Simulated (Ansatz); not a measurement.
Calculated ¹¹B NMR of the central transition for BH₃

Cell: a structure deposited in the COD.

```cif
data_BH3
_symmetry_space_group_name_H-M 'P2_1/c'
_symmetry_Int_Tables_number 14
_cell_length_a 4.4043
_cell_length_b 6.5007
_cell_length_c 6.2445
_cell_angle_alpha 90.000
_cell_angle_beta 117.395
_cell_angle_gamma 90.000
loop_
_atom_site_label
_atom_site_type_symbol
_atom_site_symmetry_multiplicity
_atom_site_Wyckoff_symbol
_atom_site_fract_x
_atom_site_fract_y
_atom_site_fract_z
B B 4 e 0.6430 0.5413 0.6451
H5 H 4 e 0.5940 0.4930 0.8060
H9 H 4 e 0.3590 0.6260 0.4790
H13 H 4 e 0.8720 0.6460 0.6690
```

One atom of each set is listed.

The numbers come from a DFT calculation in Ansatz (PBE, plane waves and PAW, scalar-relativistic, 420 eV cutoff, Γ-centred 7×5×5 k-points, Fermi–Dirac smearing 0.02 eV).

¹¹B has I = 3/2 and Q = 40.59 mb (Pyykkö 2018); at 28.2 T its Larmor frequency is ν₀ = 385.3 MHz. Only the quadrupole interaction is simulated: positions count from each site's isotropic chemical shift, and J coupling is left out, as are shift anisotropy and dipolar coupling, which fast spinning averages.

(1) Simulate the second-order pattern (fast magic-angle spinning, Gaussian broadening 0.07 kHz) of site B (4 H at 1.16–1.33 Å, 1 B at 1.75 Å).

Answers

(1) The calculation gives C_Q = 2.91 MHz and η = 0.87, so ν_Q = 1.46 MHz and the centre of gravity lies at -1.79 ppm (-0.692 kHz).

```json
{"offset (kHz)": "-1.629", "height": "0"}
{"offset (kHz)": "-1.554", "height": "4"}
{"offset (kHz)": "-1.480", "height": "12"}
{"offset (kHz)": "-1.406", "height": "19"}
{"offset (kHz)": "-1.331", "height": "20"}
{"offset (kHz)": "-1.257", "height": "21"}
{"offset (kHz)": "-1.182", "height": "23"}
{"offset (kHz)": "-1.108", "height": "25"}
{"offset (kHz)": "-1.033", "height": "27"}
{"offset (kHz)": "-0.959", "height": "31"}
{"offset (kHz)": "-0.885", "height": "50"}
{"offset (kHz)": "-0.810", "height": "94"}
{"offset (kHz)": "-0.736", "height": "100"}
{"offset (kHz)": "-0.661", "height": "86"}
{"offset (kHz)": "-0.587", "height": "62"}
{"offset (kHz)": "-0.513", "height": "51"}
{"offset (kHz)": "-0.438", "height": "45"}
{"offset (kHz)": "-0.364", "height": "40"}
{"offset (kHz)": "-0.289", "height": "36"}
{"offset (kHz)": "-0.215", "height": "34"}
{"offset (kHz)": "-0.140", "height": "31"}
{"offset (kHz)": "-0.066", "height": "28"}
{"offset (kHz)": "0.008", "height": "11"}
{"offset (kHz)": "0.083", "height": "0"}
```

The largest force is 0.8 eV/Å, so the atoms aren't at the calculated equilibrium and relaxing them would move these values.

Hardware: 1 thread of Arm Neoverse V2 (aarch64; 8 cores open to the job, memory cap 2.5 GiB, no GPU), a shared host with a load of 0.5 a core. Wall time 13 s, CPU time 13 s, peak memory 0.47 GiB.
